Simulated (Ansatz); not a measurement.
LiSc, DFT, PBE, all-electron PAW with datasets made for the crystal, scalar-relativistic (Ansatz 0.2.0), run on 1 thread of AMD EPYC (Zen 3) on a shared host.

The structure comes from a relaxation in the same program, started in the CsCl type. Whether it is a known phase or the ground state wasn't checked. The listed cell was then made from it by scaling, straining or moving an atom.

Command: `ansatz run input.yaml --threads 1 --pin off --max-ram 2048MiB --backend cpu --events-out ev --progress --plain --runs-dir out`

```yaml
crystal:
  lattice:
    - [3.4865174366, 0.0, 0.0]
    - [0.0, 3.4865174366, 0.0]
    - [0.0, 0.0, 3.4865174366]
  atoms:
    - { symbol: Li, position: [0.0344182991, 0.0, 0.0] }
    - { symbol: Sc, position: [0.5, 0.5, 0.5] }
kpoints:
  mp_grid: { grid: [11, 11, 11] }
scf:
  occupations: { method: fermi_dirac, width: 0.05 }
hamiltonian:
  xc: pbe
  pseudopotentials: { kind: all_electron, datasets: crystal }
output:
  forces: true
  stress: true
  eigenvalues: true
  efg: { contact_densities: true }
```

Q: How large is the problem that the program sets up?

A: 126 irreducible k-points, 257 plane waves at Γ, 12 bands.

Q: About how long does it take, and how much memory does it use?

A: 35 s of wall time for 10 SCF iterations, with a peak of 0.48 GiB. Times on shared machines scatter by tens of per cent.

Q: And the same cell and mesh by LAPW (all electrons), asked for forces, stress, eigenvalues, on the same hardware?

A: 41 s, peak memory 0.33 GiB.

Q: And the same cell and mesh by frozen-core PAW, asked for forces, stress, eigenvalues, efg, write_density, write_potential, elf, on the same hardware?

A: 18 s, peak memory 0.41 GiB.
